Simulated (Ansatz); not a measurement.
VBiO₄:
Space group I4₁/a, origin choice 1 (No. 88); a = b = 5.1662 Å, c = 11.7792 Å, α = β = γ = 90.00°

```
atom  site  symmetry       x       y       z
----  ----  --------  ------  ------  ------
Bi      4a      -4..  0.0000  0.0000  0.0000
V       4b      -4..  0.0000  0.0000  0.5000
O      16f         1  0.2509  0.1384  0.1719
```
(The calculation used a cell of 12 atoms; values per cell refer to that cell.)

Relaxed with PBE.

Q: Which orbitals make up the states near the band edges in PBE (plane waves, PAW; program Ansatz)?

A: Top 1 eV of the valence band: O 2p 90 %. Bottom 1 eV of the conduction band: V 3d 64 %, O 2p 21 %, Bi 6p 11 %. Projections are on Löwdin-orthogonalised atomic valence shells; empty p or d shells of many metals are not among them.

Q: Tabulate the density of states.

A: States/eV per cell of 12 atoms, in 0.25 eV bins, energy from the valence-band maximum.

| E (eV) | total | O 2p | V 3d | Bi 6p |
|---|---|---|---|---|
| -7.85 | 0.00 | 0.00 | 0.00 | 0.00 |
| -7.60 | 0.00 | 0.00 | 0.00 | 0.00 |
| -7.35 | 0.00 | 0.00 | 0.00 | 0.00 |
| -7.10 | 0.00 | 0.00 | 0.00 | 0.00 |
| -6.85 | 0.00 | 0.00 | 0.00 | 0.00 |
| -6.60 | 0.00 | 0.00 | 0.00 | 0.00 |
| -6.35 | 0.00 | 0.00 | 0.00 | 0.00 |
| -6.10 | 0.00 | 0.00 | 0.00 | 0.00 |
| -5.85 | 0.00 | 0.00 | 0.00 | 0.00 |
| -5.60 | 0.00 | 0.00 | 0.00 | 0.00 |
| -5.35 | 0.00 | 0.00 | 0.00 | 0.00 |
| -5.10 | 0.44 | 0.26 | 0.09 | 0.08 |
| -4.85 | 7.16 | 4.52 | 1.23 | 1.31 |
| -4.60 | 9.65 | 6.26 | 1.60 | 1.65 |
| -4.35 | 9.34 | 6.25 | 1.49 | 1.46 |
| -4.10 | 5.81 | 3.96 | 0.97 | 0.79 |
| -3.85 | 7.01 | 4.92 | 1.20 | 0.73 |
| -3.60 | 7.98 | 5.68 | 1.44 | 0.62 |
| -3.35 | 12.38 | 8.61 | 2.82 | 0.48 |
| -3.10 | 17.43 | 12.42 | 4.01 | 0.31 |
| -2.85 | 16.43 | 12.52 | 2.93 | 0.28 |
| -2.60 | 11.11 | 9.03 | 1.33 | 0.25 |
| -2.35 | 11.07 | 9.36 | 0.97 | 0.23 |
| -2.10 | 8.20 | 6.89 | 0.64 | 0.19 |
| -1.85 | 8.02 | 6.80 | 0.58 | 0.19 |
| -1.60 | 6.39 | 5.48 | 0.41 | 0.15 |
| -1.35 | 10.97 | 9.64 | 0.55 | 0.21 |
| -1.10 | 11.12 | 10.12 | 0.43 | 0.14 |
| -0.85 | 12.43 | 11.43 | 0.41 | 0.14 |
| -0.60 | 10.68 | 9.78 | 0.32 | 0.12 |
| -0.35 | 4.74 | 4.05 | 0.16 | 0.04 |
| -0.10 | 3.65 | 2.99 | 0.09 | 0.02 |
| 0.15 | 0.00 | 0.00 | 0.00 | 0.00 |
| 0.40 | 0.00 | 0.00 | 0.00 | 0.00 |
| 0.65 | 0.00 | 0.00 | 0.00 | 0.00 |
| 0.90 | 0.00 | 0.00 | 0.00 | 0.00 |
| 1.15 | 0.00 | 0.00 | 0.00 | 0.00 |
| 1.40 | 0.00 | 0.00 | 0.00 | 0.00 |
| 1.65 | 0.00 | 0.00 | 0.00 | 0.00 |
| 1.90 | 0.00 | 0.00 | 0.00 | 0.00 |
| 2.15 | 0.42 | 0.05 | 0.29 | 0.08 |
| 2.40 | 4.39 | 0.62 | 2.88 | 0.73 |
| 2.65 | 6.05 | 1.14 | 3.85 | 0.83 |
| 2.90 | 9.30 | 2.11 | 5.91 | 0.87 |
| 3.15 | 11.31 | 2.82 | 7.07 | 0.88 |
| 3.40 | 2.31 | 0.53 | 1.31 | 0.28 |
| 3.65 | 6.66 | 1.30 | 3.55 | 1.10 |
| 3.90 | 8.34 | 1.84 | 4.37 | 1.26 |
| 4.15 | 7.61 | 1.83 | 3.83 | 1.20 |
| 4.40 | 9.04 | 2.45 | 4.79 | 1.02 |
| 4.65 | 12.06 | 3.51 | 6.28 | 1.27 |
| 4.90 | 3.25 | 0.95 | 1.37 | 0.66 |
| 5.15 | 5.00 | 1.41 | 1.12 | 2.05 |
| 5.40 | 4.57 | 1.29 | 0.83 | 2.12 |
| 5.65 | 5.01 | 1.43 | 0.79 | 2.45 |
| 5.90 | 5.35 | 1.49 | 0.66 | 2.82 |
| 6.15 | 6.38 | 1.89 | 0.68 | 3.41 |
| 6.40 | 5.89 | 1.79 | 0.63 | 3.14 |
| 6.65 | 6.05 | 1.66 | 0.53 | 3.52 |
| 6.90 | 6.09 | 1.82 | 0.68 | 3.29 |

Space group I4_1/a. The PBE relaxation kept the symmetry of its start. The workflow began spin-polarised and lost its moments. No Hubbard U is applied. Spin–orbit coupling is left out wherever it is not named.

Potentials: the later of the program's two PAW sets.
